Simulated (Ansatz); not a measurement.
System: Pb (fcc type), 1 atom in the cell.

```
CELL_PARAMETERS angstrom
0.00000 2.51980 2.51980
2.51980 0.00000 2.51980
2.51980 2.51980 0.00000
ATOMIC_POSITIONS crystal
Pb 0.00000 0.00000 0.00000
```

Code and potentials: Ansatz PAW hard set, 700 eV. Settings of the plain PBE run: k-mesh 4×4×4 Γ-centred; Fermi–Dirac smearing of 0.15 eV; no spin polarisation; no spin–orbit coupling.

Plain PBE gives:

```json
{
  "Pressure": "-0.03 GPa"
}
```

Task: What changes under PBE with spin–orbit coupling?

Result: The pressure increases by 0.652 GPa to 0.626 GPa.

The stress includes the program's correction for the finite plane-wave basis.

The k-mesh is coarse, so these values belong to this mesh and can lie far from the converged ones.
